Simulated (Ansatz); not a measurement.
ScAg₄ in space group I4/m (No. 87; Ag on 8h, Sc on 2a), plane-wave PAW PBE (Ansatz code), all energies at zero smearing, with the estimated change up to a 700 eV cutoff added, with one set of potentials and settings (totals compare only within such a set). Cell of 5 atoms (4 Ag, 1 Sc): -32499.081 eV.

```json
[
 {"element": "Ag", "reference phase": "R-3m, 3 atoms in the cell", "E (eV/atom)": "-7590.5531"},
 {"element": "Sc", "reference phase": "P6_3/mmc, 2 atoms in the cell", "E (eV/atom)": "-2135.8097"}
]
```

Formation energy per atom, worked out: (-32499.081 − 4×(-7590.5531) − 1×(-2135.8097))/5 = -0.212 eV/atom (-20 kJ per mol of atoms), at 0 K, without zero-point energy or fitted corrections.

The workflow started from an entry of the Crystallography Open Database (COD). Its standing as an ambient phase is unchecked. The PBE relaxation kept the symmetry of its start; its stability against distortions is not shown here. The run is not spin-polarised. The references are the lowest solids computed at this level, not always the standard phases.

Potentials: the later of the program's two PAW sets.
